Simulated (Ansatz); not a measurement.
## Antifluorite alloy of Mg2Si and Mg2Sn (26 of 32 Si sites exchanged), 96 atoms

Ansatz, PAW, plane waves. PBEsol relaxation of volume and atoms (shape held) at the single k point (¼, ¼, ¼) without its symmetry partners; single points on the relaxed atoms at the Γ point alone, onto which points of the small cell's zone fold. Arrangement: quasirandom. No spin–orbit coupling unless named.

Relaxed structure:

```
Mg Sn Si
1.0
    13.32964    0.00000    0.00000
     0.00000   13.32964    0.00000
     0.00000    0.00000   13.32964
Mg Sn Si
64 26 6
Direct
  0.37500 0.12733 0.11764
  0.37531 0.12601 0.62562
  0.38043 0.61894 0.11846
  0.37624 0.61729 0.62718
  0.87454 0.12603 0.12425
  0.87514 0.12746 0.62672
  0.87427 0.62555 0.12505
  0.86927 0.62061 0.62974
  0.13135 0.36943 0.11919
  0.13074 0.37972 0.63107
  0.12637 0.87439 0.12466
  0.12547 0.87360 0.62599
  0.61868 0.37909 0.11883
  0.62374 0.38323 0.62714
  0.61997 0.87861 0.12090
  0.62521 0.87349 0.62601
  0.12600 0.12623 0.37431
  0.13009 0.13231 0.87976
  0.12525 0.62518 0.37515
  0.13216 0.61970 0.86982
  0.62466 0.12706 0.37391
  0.61911 0.12172 0.87941
  0.62034 0.62106 0.38014
  0.62341 0.61701 0.87381
  0.13076 0.12956 0.11969
  0.12422 0.12751 0.62625
  0.12554 0.62555 0.12445
  0.13122 0.61963 0.62974
  0.61866 0.12187 0.12044
  0.62448 0.12583 0.62547
  0.61996 0.62003 0.11890
  0.62409 0.61783 0.62628
  0.37907 0.37945 0.38061
  0.37286 0.37766 0.87691
  0.37599 0.87355 0.37327
  0.37948 0.88009 0.87999
  0.87592 0.37500 0.37455
  0.86774 0.37943 0.87044
  0.87405 0.87418 0.37538
  0.87654 0.87377 0.87447
  0.37517 0.37407 0.11458
  0.37531 0.38227 0.62682
  0.37954 0.87901 0.11999
  0.37526 0.87420 0.62614
  0.87417 0.37359 0.12404
  0.86923 0.38004 0.63022
  0.87465 0.87475 0.12428
  0.87448 0.87225 0.62545
  0.37484 0.12661 0.37401
  0.37435 0.12749 0.88247
  0.37991 0.62037 0.37945
  0.37629 0.61533 0.87400
  0.87452 0.12571 0.37330
  0.87466 0.12655 0.87503
  0.87440 0.62465 0.37510
  0.86862 0.61999 0.86883
  0.12524 0.37443 0.37445
  0.13550 0.37499 0.87380
  0.12562 0.87433 0.37399
  0.12537 0.87259 0.87455
  0.61906 0.37944 0.38011
  0.62295 0.38227 0.87390
  0.62434 0.87224 0.37336
  0.61953 0.87927 0.87920
  0.00202 0.00136 0.99939
  0.99982 0.00023 0.50038
  0.00127 0.49843 0.99663
  0.00018 0.49988 0.50327
  0.50020 0.99961 0.49933
  0.25119 0.25256 0.50174
  0.25359 0.74802 0.99839
  0.25220 0.74731 0.50116
  0.74614 0.25133 0.99811
  0.74872 0.25301 0.50105
  0.74697 0.74912 0.99789
  0.74832 0.74697 0.50113
  0.25192 0.00128 0.24710
  0.25061 0.00180 0.75269
  0.25285 0.49867 0.24824
  0.74796 0.00007 0.24831
  0.74890 0.99994 0.75171
  0.74655 0.49917 0.24974
  0.00190 0.25014 0.24745
  0.00045 0.25477 0.75229
  0.99987 0.74987 0.24980
  0.00070 0.74550 0.74976
  0.49827 0.25305 0.24782
  0.49907 0.25227 0.75174
  0.49940 0.74702 0.24741
  0.49954 0.74746 0.75204
  0.49797 0.00228 0.00007
  0.49888 0.49784 0.99589
  0.49954 0.50019 0.50386
  0.25334 0.25168 0.99789
  0.25394 0.49846 0.75117
  0.74565 0.49995 0.75001
```

Task: What are the mean bond lengths by pair (pairs within 1.2 times the sum of covalent radii, less contacts 15 % beyond the pair's median; cation–cation pairs of compounds aside; long ionic contacts are cut short by that bound)?

Result: Mg–Mg 3.296 ± 0.064 Å (standard deviation, 139 bonds); Mg–Si 2.799 ± 0.015 Å (standard deviation, 48 bonds); Mg–Sn 2.907 ± 0.013 Å (standard deviation, 208 bonds).

Task: What gap lies between the top filled and the lowest empty level in the single points?

Result: HSE06 0.31 eV (61 s on NVIDIA GB200); r²SCAN 0.25 eV (6.2 s on NVIDIA GB200).
